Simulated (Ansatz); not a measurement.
# Relaxing a structure of Se

The start is a relaxed Se cell displaced along its unstable phonon at q = Γ (289i cm⁻¹), largest move 0.15 Å. The structure is fully relaxed (lattice and positions, P = 0) with PBEsol (plane waves to 420 eV, PAW, scalar-relativistic; Ansatz, a first-principles code). The first steps use a coarse 8×8×6 k-mesh.

Initial structure:
```yaml
crystal:
  lattice:
    - [4.52659, 0.00000, 0.00000]
    - [-2.26330, 3.92014, 0.00000]
    - [0.00000, 0.00000, 5.51753]
  atoms:
    - { symbol: Se, position: [0.98087, 0.96174, 0.25000] }
    - { symbol: Se, position: [0.98087, 0.96174, 0.75000] }
    - { symbol: Se, position: [0.35247, 0.70493, 0.25000] }
    - { symbol: Se, position: [0.68580, 0.37160, 0.75000] }
```

```json
{
 "largest_initial_force": "0.28 eV/Å, on Se3 (atoms numbered as listed)",
 "volume_change": "+4.6 %, from 24.48 to 25.59 Å³/atom",
 "relative_to_the_parent": "It does not go back: it reaches Amm2 (No. 38), 0.11 eV/atom below the parent",
 "Shortest distances (start → end)": "The closest pairs of elements (up to four, under 3.6 Å), start → end: Se–Se 2.31 → 2.34 Å",
 "band_gap_at_the_end": "no gap (metallic)",
 "optimiser_moves": "29"
}
```

It ends as:

Space group Amm2 (No. 38); a = 5.590 Å, b = 4.118 Å, c = 8.894 Å, α = β = γ = 90.00°

```json
[
 {"atom": "Se", "site": "2a", "symmetry": "mm2", "x": "0.0000", "y": "0.0000", "z": "0.0162"},
 {"atom": "Se", "site": "2b", "symmetry": "mm2", "x": "0.5000", "y": "0.5000", "z": "0.5310"},
 {"atom": "Se", "site": "2a", "symmetry": "mm2", "x": "0.0000", "y": "0.0000", "z": "0.6583"},
 {"atom": "Se", "site": "2b", "symmetry": "mm2", "x": "0.5000", "y": "0.5000", "z": "0.7945"}
]
```
(The calculation used a cell of 4 atoms; values per cell refer to that cell.)

Final values are on a 9×13×13 k-mesh of the relaxed cell. No spin polarisation in the result.

The run could not lose the symmetry of its start: the end is stationary, and may be a saddle point rather than a minimum.

The relaxed structure here is a generated cell of Se: the first start was made by placing the elements on the sites of a structure type, and the end was not matched to a known phase here, so it may be hypothetical. Known forms of Se include space group No. 152.
